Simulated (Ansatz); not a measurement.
This cell of HfSiSe (space group P4/nmm) is off equilibrium:

```
HfSiSe
1.0
    3.55189     0.00000     0.00000
    0.00000     3.55189     0.00000
    0.00000     0.00000    16.34844
Hf Si Se
4 4 4
Direct
  0.00000   0.50000   0.37419
  0.00000   0.50000   0.86949
  0.50000   0.00000   0.12581
  0.50000   0.00000   0.63051
  0.00000   0.00000   0.99798
  0.00000   0.00000   0.50202
  0.50000   0.50000   0.99798
  0.50000   0.50000   0.50202
  0.50000   0.00000   0.30111
  0.50000   0.00000   0.81946
  0.00000   0.50000   0.19889
  0.00000   0.50000   0.68054
```

The numbers are results of LDA (plane waves to 420 eV, PAW, scalar-relativistic; Ansatz, a first-principles code), not measurements. k mesh 13×13×3 (Γ-centred), Fermi-Dirac smearing 0.05 eV. Compression counts positive. With partly filled bands, energies and forces of such displacements shift with the k mesh and the smearing. HfSiSe is run without spin polarisation. HfSiSe was relaxed with its symmetry unable to fall. Spin-orbit coupling is left out, though Hf is heavy.

Task: What forces act on the atoms (eV/Å, Cartesian)?

Result: 
| atom | Fx | Fy | Fz |
|---|---|---|---|
| Hf1 | 0.000 | 0.000 | -0.770 |
| Hf2 | 0.000 | 0.000 | 0.885 |
| Hf3 | 0.000 | 0.000 | 0.770 |
| Hf4 | 0.000 | 0.000 | -0.885 |
| Si5 | 0.000 | 0.000 | 0.139 |
| Si6 | 0.000 | 0.000 | -0.139 |
| Si7 | 0.000 | 0.000 | 0.139 |
| Si8 | 0.000 | 0.000 | -0.139 |
| Se9 | 0.000 | 0.000 | 1.627 |
| Se10 | 0.000 | 0.000 | -1.453 |
| Se11 | 0.000 | 0.000 | -1.627 |
| Se12 | 0.000 | 0.000 | 1.453 |

Task: Give the stress tensor in GPa and the pressure.

Result: 
```
    0.8      0.0      0.0
    0.0      0.8      0.0
    0.0      0.0     -0.3
```
The pressure, a third of the trace, is 0.5 GPa.

(A displaced cell: forces are minus the slopes of the energy, force constants its curvatures, and phonons follow from these.)
